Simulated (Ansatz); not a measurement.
## HfSc: hydrostatic pressure series

Method: Ansatz, DFT PBEsol, scalar-relativistic, plane waves, PAW. (420 eV cutoff, 15×15×8 k-mesh, Gaussian smearing of 0.10 eV, no spin polarisation)

Starting point, cell and atoms relaxed:

```
CELL_PARAMETERS angstrom
3.19638 0.00000 0.00000
-1.59819 2.76815 0.00000
0.00000 0.00000 5.02920
ATOMIC_POSITIONS crystal
Hf 0.66667 0.33333 0.50000
Sc 0.33333 0.66667 0.00000
```

Cell and atoms are relaxed at each pressure within the symmetry of the start, at zero temperature, so transitions that lower the symmetry aren't seen. The k-mesh given is that at zero pressure and may differ at others. a, b and c are the lengths of the cell vectors above.

Spin–orbit coupling is left out, which can shift energies with elements as heavy as these.

| P (GPa) | V (Å³/atom) | V/V0 | a (Å) | b (Å) | c (Å) |
| --- | --- | --- | --- | --- | --- |
| -1 | 22.52 | 1.012 | 3.209 | 3.209 | 5.050 |
| 0 | 22.25 | 1.000 | 3.196 | 3.196 | 5.029 |
| 1 | 21.99 | 0.988 | 3.184 | 3.184 | 5.008 |
| 4 | 21.28 | 0.957 | 3.150 | 3.150 | 4.954 |
| 12 | 19.78 | 0.889 | 3.078 | 3.078 | 4.823 |
| 25 | 18.00 | 0.809 | 2.977 | 2.977 | 4.691 |
| 50 | 15.68 | 0.705 | 2.821 | 2.821 | 4.550 |
| 90 | 13.49 | 0.607 | 2.665 | 2.665 | 4.388 |

**Question.** What bulk modulus and pressure derivative fit these points?

**Answer.** A third-order Birch–Murnaghan fit gives B0 = 83 GPa and B0' = 3.3.

**Question.** Which cell vector or vectors give way most up to 90 GPa?

**Answer.** a and b: the changes are a -16.6 %, b -16.6 %, c -12.7 %.